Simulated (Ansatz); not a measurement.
ZrGe$_{2}$ in space group P6/mmm (No. 191; Zr on 1a, Ge on 2d), a = b = 4.323 Å, c = 3.434 Å, α = β = 90.00°, γ = 120.00°.

Relaxed with PBEsol.

Task: Decompose the optical modes at the zone centre into irreducible representations, and say which are infrared and Raman allowed.

Result: Point group 6/mmm: Γ_opt = A2u + B1g + E1u + E2g. Infrared: A2u, E1u. Raman: E2g.

Task: Assign frequencies (DFPT, PBEsol in the plane-wave PAW code Ansatz).

Result: B1g 64, E1u 111, A2u 158, E2g 235 cm⁻¹.

Subscripts of B labels follow the axes of the standard setting.

The cell is a constructed one: a structure type filled with these elements; neither database checked (COD, Materials Project) lists it. COD files the formula under space group No. 63. Its standing as an ambient phase is unchecked. Symmetry was held in the PBEsol relaxation; whether a distortion lowers the energy is not shown. No spin polarisation was allowed. As this level gives no gap, phonon frequencies hold no LO–TO term and depend on the k-mesh and smearing (Fermi–Dirac, 0.1 eV here).

Potentials: the earlier of the program's two PAW sets. The files were generated under PBE; for other functionals the program regenerates the frozen cores, and for LDA and PBEsol the local potential too.
